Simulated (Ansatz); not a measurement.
AgRhO2:
```xyz
4
Lattice="1.5122 0.8731 6.1140 -1.5122 0.8731 6.1140 0.0000 -1.7462 6.1140" Properties=species:S:1:pos:R:3 pbc="T T T"
Ag     0.0000     0.0000     0.0000
Rh     0.0000     0.0000     9.1710
O      0.0000     0.0000    16.2784
O      0.0000     0.0000     2.0635
```

x, y and z are the axes in which the lattice vectors are written.

Q: Give the high-frequency dielectric tensor and the Born effective charge tensors of the independent atoms from DFPT, plane-wave PAW LDA (Ansatz code).

A: 
ε∞:
```
13.5  0.00  0.00
0.00  13.5  0.00
0.00  0.00  14.7
```
Z* of atom 1 (Ag), rows: field, columns: displacement, in e:
```
0.54  0.00  0.00
0.00  0.54  0.00
0.00  0.00  2.22
```
Z* of atom 2 (Rh), rows: field, columns: displacement, in e:
```
3.34  0.00  0.00
0.00  3.34  0.00
0.00  0.00  0.86
```
Z* of atom 3 (O), rows: field, columns: displacement, in e:
```
-1.94   0.00   0.00
 0.00  -1.94   0.00
 0.00   0.00  -1.54
```

Space group R-3m. The first step of the workflow began from a Materials Project structure, measured or hypothetical; the Crystallography Open Database copy checked does not list it. Whether it is the stable phase at ambient conditions was not checked. The cell was relaxed with LDA under the symmetry of its start; whether a distortion lowers the energy is not shown. No spin polarisation was allowed. Scalar-relativistic: spin–orbit coupling is off unless named, which matters more the heavier the elements.

Potentials: the later of the program's two PAW sets.
